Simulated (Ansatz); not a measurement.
NiBi (NiAs type, space group No. 194) at seven volumes, PBEsol in the plane-wave PAW code Ansatz, shape and atoms relaxed at each. One row is withheld.

```json
[
 {"V (Å³/atom)": "17.170", "P (GPa)": "12.53"},
 {"V (Å³/atom)": "17.736", "P (GPa)": "7.63"},
 {"V (Å³/atom)": "18.302", "P (GPa)": "3.49"},
 {"V (Å³/atom)": "18.868", "P (GPa)": "0.00"},
 {"V (Å³/atom)": "19.434", "P (GPa)": "-2.95"},
 {"V (Å³/atom)": "20.000", "P (GPa)": "-5.43"},
 {"V (Å³/atom)": "20.566", "P (GPa)": "?"}
]
```

Task: Fit the shown pressures and predict the withheld one.

Result: P = (3/2)B₀(x^(7/2) − x^(5/2))[1 + (3/4)(B′ − 4)(x − 1)] with x = (V₀/V)^(2/3). Least squares on the six rows gives V₀ = 18.868 Å³/atom, B₀ = 107 GPa, B′ = 4.63. At V = 20.566, x = 0.9442 and P = -7.56 GPa. The run itself gave -7.52 GPa.

Space group P6_3/mmc (NiAs type). The workflow started from a Materials Project entry (that database holds measured and hypothetical structures alike); the Crystallography Open Database copy checked does not list it. Its standing as an ambient phase is unchecked. Symmetry was held in the PBEsol relaxation; of distortions, only those at the zone centre were tested. No spin polarisation was allowed. Spin–orbit coupling is left out wherever it is not named.

Potentials: the later of the program's two PAW sets.
